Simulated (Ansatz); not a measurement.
CsCaBr3:
```xyz
5
Lattice="5.7083 0.0000 0.0000 0.0000 5.7083 0.0000 0.0000 0.0000 5.7083" Properties=species:S:1:pos:R:3 pbc="T T T"
Cs     0.0000     0.0000     0.0000
Ca     2.8541     2.8541     2.8541
Br     2.8541     0.0000     2.8541
Br     0.0000     2.8541     2.8541
Br     2.8541     2.8541     0.0000
```

Relaxed with r²SCAN. Special points in fractions of this cell's reciprocal vectors: Γ (0.000, 0.000, 0.000); X (0.000, 0.500, 0.000); M (0.500, 0.500, 0.000); R (0.500, 0.500, 0.500).

Task: List the band energies nearest the valence-band maximum at these points for r²SCAN (plane waves, PAW; program Ansatz).

Result: In eV from the valence-band maximum; about four levels below and three above (degenerate sets whole), none deeper than 8.9 eV; points with the same levels are listed once.

```tsv
k	below	above
Γ	-0.58 -0.58 -0.58 -0.26 -0.26 -0.26	5.20 5.30 5.30 5.30
X	-0.85 -0.85 -0.74 -0.43 -0.43	5.49 6.47 6.47
M	-0.95 -0.95 -0.78 -0.78 -0.01	6.49 6.49 6.69
R	-1.39 -1.39 0.00 0.00 0.00	6.64 6.64 6.64
```

Space group Pm-3m (cubic perovskite). The workflow started from a Materials Project entry (that database holds measured and hypothetical structures alike); the Crystallography Open Database copy checked does not list it. Its standing as an ambient phase is unchecked. The r²SCAN relaxation kept the symmetry of its start; phonons on a q-mesh show weakly imaginary modes. Spin–orbit coupling is left out wherever it is not named.

Potentials: the later of the program's two PAW sets.
